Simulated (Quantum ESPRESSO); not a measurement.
**Solid-state NMR card for NaCl (changed cell)**

```yaml
crystal:
  lattice:
    - [0.00000, 2.78009, 2.82201]
    - [2.78009, 0.00000, 2.82201]
    - [2.78009, 2.78009, 0.00000]
  atoms:
    - { symbol: Na, position: [0.00000, 0.00000, 0.00000] }
    - { symbol: Cl, position: [0.50000, 0.50000, 0.50000] }
```
The cell was made here from a computed Materials Project entry: strained by +1 % along the cube axis and by -0.5 % across it, atoms relaxed (PBE without dispersion, pw.x of a modified build of Quantum ESPRESSO, symmetry kept). The parent is NaCl in Fm-3m. Stability against distortions was not tested.

Computed: shieldings by PBE GIPAW (Quantum ESPRESSO, JTH PAW datasets), 30 Ha, k-mesh 4×4×4 shifted, f-sum rule met within 0.004 %.

```csv
site,site symmetry,σ_iso (ppm),span Ω (ppm)
Na (atom 1),4/mmm,538,3
Cl (atom 2),4/mmm,964,1
```

Ω = σ33 − σ11 of the symmetric part; where symmetry doesn't make it nil, it is less certain than σ_iso.

Shieldings are absolute and leave out the bulk-susceptibility term; a larger σ means a smaller chemical shift. By our sweeps, such settings leave a few ppm in absolute σ. No d partial waves on Na, Cl: the paramagnetic term there is incompletely reconstructed.
